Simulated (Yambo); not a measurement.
Absorption of a free-standing HfS₂ monolayer (symmetry P-3m1, slab cell 15.9 Å high) with and without the electron-hole interaction (Yambo, PBE bands; 18×18×1 mesh, 6 valence and 4 conduction bands, static screening with 46 bands and a 3 Ry block, scissor 1.72 eV, Tamm-Dancoff, stochastic integration of W near q = 0; field along x).

```
E (eV)  Im α, BSE (Å)  Im α, independent quasiparticles (Å)
------  -------------  ------------------------------------
2.05             0.26                                  0.07
2.15             0.31                                  0.08
2.25             0.38                                  0.09
2.35             0.48                                  0.10
2.45             0.61                                  0.11
2.55             0.82                                  0.12
2.65             1.16                                  0.13
2.75             1.77                                  0.15
2.85             3.04                                  0.17
2.95             6.33                                  0.19
3.05             15.1                                  0.22
3.15             20.4                                  0.27
3.25             15.5                                  0.32
3.35             8.69                                  0.40
3.45             6.59                                  0.52
3.55             4.15                                  0.71
3.65             2.60                                  1.07
3.75             2.11                                  1.86
3.85             1.84                                  3.17
3.95             1.52                                  5.34
4.05             1.20                                  8.19
4.15             1.06                                  9.77
4.25             0.96                                  11.0
4.35             1.00                                  10.3
4.45             1.08                                  10.0
4.55             1.04                                  8.58
4.65             1.08                                  4.84
4.75             1.43                                  3.17
4.85             1.87                                  2.67
4.95             1.84                                  2.53
5.05             1.87                                  3.16
5.15             1.81                                  3.25
5.25             2.07                                  2.02
5.35             2.65                                  1.49
5.45             2.50                                  1.44
5.55             2.33                                  1.30
5.65             2.51                                  1.32
5.75             3.06                                  1.38
5.85             3.35                                  1.56
5.95             3.51                                  1.64
6.05             3.65                                  1.54
6.15             4.20                                  1.54
6.25             6.11                                  1.71
6.35             5.94                                  2.11
6.45             4.35                                  2.36
6.55             3.30                                  1.92
6.65             3.33                                  1.59
6.75             2.94                                  1.70
6.85             2.71                                  2.27
6.95             2.75                                  2.86
7.05             2.50                                  3.52
7.15             2.64                                  5.36
7.25             3.06                                  5.41
7.35             2.76                                  4.55
```

The scissor comes from a G0W0 run whose convergence isn't established. Broadening 0.1 eV. The band window holds all transitions up to 7.4 eV. Fine structure above the onset can come from the mesh.

Without spin-orbit coupling, band edges of such heavy elements can be off by tenths of an eV.

Geometry relaxed with PBE+D3(BJ); primitive cell a = 3.621 Å, b = 3.621 Å, c = 15.900 Å, α = 90.00°, β = 90.00°, γ = 120.00°.
